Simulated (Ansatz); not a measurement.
Is this BeZn₂Se₃ structure a true minimum?

The cell was found from a proposed guess, not taken from experiment.

All numbers below come from Ansatz, DFT PBE, scalar-relativistic, plane waves, PAW. Settings: cutoff 420 eV, Γ-centred mesh 8×8×8 on the computed 6-atom cell, Gaussian smearing of 0.02 eV; no spin polarisation.

The cell below (6 atoms, space group Imm2 (No. 44)) is relaxed within its symmetry.

```xyz
6
Lattice="-1.9545 5.8677 2.7867 1.9545 -5.8677 2.7867 1.9545 5.8677 -2.7867" Properties=species:S:1:pos:R:3 pbc="T T T"
Be    0.0000    0.0000    0.0126
Zn    0.0000    3.9548    0.0028
Zn    0.0000    7.7806    0.0028
Se    0.0000    5.8677    1.5745
Se    1.9545    4.0304   -1.4930
Se    0.0000    1.8373    1.2936
```

For the test a repeat of it with 12 atoms (edges 5.57, 6.78, 7.82 Å) was strained at random (σ = 1.5 % a component), the atoms were moved at random (σ = 0.15 Å), and all was relaxed again on a coarse 4×4×2 mesh (in the run’s order of axes) with 0.10 eV smearing, with no symmetry imposed.

Question: What happens?

Answer: It returns, within 1 meV/atom of the unmoved cell on that mesh and with the same symmetry when read at 0.1 Å. So it is stable against the distortions that fit this cell and that this random move excites. Modes that don't fit the cell aren't tested.
